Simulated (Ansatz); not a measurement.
CsPbCl$_{3}$ (cubic perovskite)

```
CELL_PARAMETERS angstrom
      5.61876     0.00000     0.00000
      0.00000     5.61876     0.00000
      0.00000     0.00000     5.61876
ATOMIC_POSITIONS crystal
  Cs 0.00000 0.00000 0.00000
  Pb 0.50000 0.50000 0.50000
  Cl 0.00000 0.50000 0.50000
  Cl 0.50000 0.50000 0.00000
  Cl 0.50000 0.00000 0.50000
```

The slice is a {210} plane (indices of the conventional cell) through the point (0.500, 0.000, 0.500) (fractional), spanned by u = [100] and v = [021] in vectors of this cell: u (5.62 Å) and v (12.56 Å, at 90° to u). It covers one period; positions are fractions (u, v).

Computed with PBEsol (plane waves to 420 eV, PAW, scalar-relativistic; Ansatz, a quantum-chemistry and plane-wave program). k mesh 6×6×6. These are valence fields of a PAW run, semicore shells included where kept as valence: close to a nucleus they are smooth pseudo fields. CsPbCl3 was relaxed with its symmetry unable to fall. Spin-orbit coupling is left out, though Pb is heavy. The PAW data are Ansatz's earlier set. This is a high-temperature form of CsPbCl3.

Around which element is the density of the lowest conduction band (whole band as if filled, smooth part) largest on this plane?

Cl. Mean over a disc round each atom, of radius 0.45 times the shortest bond: Cl 0.022, Cs 0.003 e/Å³.

Around which element is the density of the highest valence band (whole band, smooth part) largest on this plane?

Cl. Mean over a disc round each atom, of radius 0.45 times the shortest bond: Cl 0.070, Cs 0.000 e/Å³.

Predict the map of the electron localisation function (ELF) on the slice.


```
|x@@#.    .#@@|
|@@#-      -#@|
|--.   ::   .-|
|..   =**=   .|
|::. .*%%*. .:|
|::. .*%%*. .:|
|::.  =##=  .:|
|=-:  .--.  :-|
|*+-        -+|
|+=:        :=|
|:.  .*%%*.  .|
|   .#@@@@#.  |
|   +@@xx@@+  |
|   *@@xx@@*  |
|   +@@xx@@+  |
|   .#@@@@#.  |
|:.  .*%%*.  .|
|+=:        :=|
|*+-        -+|
|=-:  .--.  :-|
|::.  =##=  .:|
|::. .*%%*. .:|
|::. .*%%*. .:|
|..   =**=   .|
|--.   ::   .-|
|@@#-      -#@|
|x@@#.    .#@@|
|xx@%-    -%@x|
```
Scale: ten equal steps from 0.00 (start of ' ') to 0.89 (end of '@'), in the order ' .:-=+*#%@'. Values: electron localisation function (ELF). The map has 13 points along u (one character each, u = 0 at the left) and 28 along v (v = 0 in the bottom row). Points within 0.5 Å of a nucleus are blanked (x), as the pseudised field means little there.
